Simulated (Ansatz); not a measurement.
Space group P-3m1 (No. 164). a = 4.170 Å, b = 4.170 Å, c = 7.148 Å, α = 90.00°, β = 90.00°, γ = 120.00°
```tsv
atom	site	symmetry	x	y	z
Ca	1a	-3m.	0.0000	0.0000	0.0000
Al	2d	3m.	0.3333	0.6667	0.6278
Ge	2d	3m.	0.3333	0.6667	0.2615
```

Equation of state of this CaAl₂Ge₂ structure (not necessarily the ground state), with shape and atoms relaxed at each volume where symmetry leaves them free. It has no gap at any of these volumes. All numbers below come from DFT r2SCAN, scalar-relativistic, plane waves, PAW (Ansatz 0.2.0).

Settings: cutoff 500 eV, Γ-centred mesh 12×12×6 on the computed 5-atom cell, Gaussian smearing of 0.10 eV; no spin polarisation.

```
V (Å³/atom) E − E(largest V) (meV/atom) P (GPa)
     18.940                        40.11    10.47
     19.586                         4.62     7.22
     20.232                       -18.77     4.44
     20.877                       -31.79     2.06
     21.523                       -35.88     0.01
     22.169                       -32.30    -1.75
     22.814                       -22.15    -3.26
     23.675                         0.00    -4.93
```

Fit a third-order Birch–Murnaghan equation to E(V).

V0 = 21.53 Å³/atom, B0 = 63 GPa, B0' = 4.0.